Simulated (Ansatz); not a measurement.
## Ti5Al2C3: do energies and stresses tell the same story?

Method: Ansatz, DFT r2SCAN, scalar-relativistic, plane waves, PAW.

Plane waves to 500 eV, a k mesh through Γ of 12×12×12 on the computed 10-atom cell and Gaussian smearing (0.10 eV); no spin polarisation.

Relaxed cell: R-3m, a = 3.064 Å, b = 3.064 Å, c = 48.520 Å, α = 90.00°, β = 90.00°, γ = 120.00°, 10 atoms in the primitive cell. Whether it is the stable form of this composition wasn't checked.

Energies at zero smearing and pressures from the stress tensor, at volumes with shape and atoms relaxed:
```csv
V (Å³/atom),E − E(first) (meV/atom),P (GPa)
11.963,0.00,18.18
12.358,-35.86,11.14
12.752,-55.68,5.12
13.146,-61.80,0.00
13.541,-56.28,-4.36
13.935,-40.88,-8.06
```

Question: Check P = −dE/dV between neighbouring volumes, and get the bulk modulus from the pressures alone.

Answer: With 1 eV/Å³ = 160.2 GPa:
| middle V (Å³/atom) | −ΔE/ΔV (GPa) | mean P (GPa) |
| --- | --- | --- |
| 12.160 | 14.568 | 14.660 |
| 12.555 | 8.050 | 8.131 |
| 12.949 | 2.487 | 2.560 |
| 13.344 | -2.243 | -2.182 |
| 13.738 | -6.255 | -6.208 |

The two differ by 0.09 GPa at most. The mean of two end pressures misses the average over a step by about ΔV² P″/12, up to 0.09 GPa here; with that taken off 0.00 GPa remains. Around V = 13.146 Å³/atom, the two neighbours give B = −V ΔP/ΔV = 13.146 × 9.48 / 0.789 = 158.1 GPa, against B0 = 157.2 GPa from the Birch–Murnaghan fit of the energies.

2 further runs of this set didn't finish or converge.